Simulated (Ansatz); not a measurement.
```yaml
crystal:
  lattice:
    - [3.55953, -2.32998, 0.0]
    - [3.55953, 2.32998, 0.0]
    - [0.0, 0.0, 9.7956]
  atoms:
    - { symbol: I, position: [0.84515, 0.15485, 0.1175] }
    - { symbol: I, position: [0.15485, 0.84515, 0.8825] }
    - { symbol: I, position: [0.34515, 0.65485, 0.3825] }
    - { symbol: I, position: [0.65485, 0.34515, 0.6175] }
basis:
  ecutwfc: 420
  ecutrho_ratio: 4
kpoints:
  mp_grid: { grid: [12, 12, 6] }
hamiltonian:
  xc: pbesol
scf:
  occupations: { method: gaussian, width: 0.05 }
output:
  forces: true
  stress: true
  eigenvalues: true
relax:
  f_tol: 0.01
  max_steps: 60
  cell: { stress_tol: 0.15 }
```

Q: What does this Ansatz input ask for?

A: It asks for a full relaxation of cell and atoms of I with PBEsol (scalar-relativistic), a cutoff of 420 eV (density cutoff 4 times that), a Γ-centred 12×12×6 mesh and Gaussian smearing of 0.05 eV, without spin polarisation. Stop at forces under 0.01 eV/Å and stress under 0.15 GPa, or after 60 steps. Forces, stress and eigenvalues are wanted.

Q: How large is the problem?

A: 68 valence electrons, 3119 plane waves at Γ (in the final cell), 8 symmetry operations and 172 irreducible k-points; it took 42 SCF iterations in all.

It took about 7 core-minutes on a shared host.

The database's entry of this formula in the relaxed cell's space group, Cmce, has axes of 4.790 × 7.270 × 9.793 Å and 42.63 Å³/atom (1963), the relaxed one 4.376 × 7.492 × 9.648 Å and 39.54.
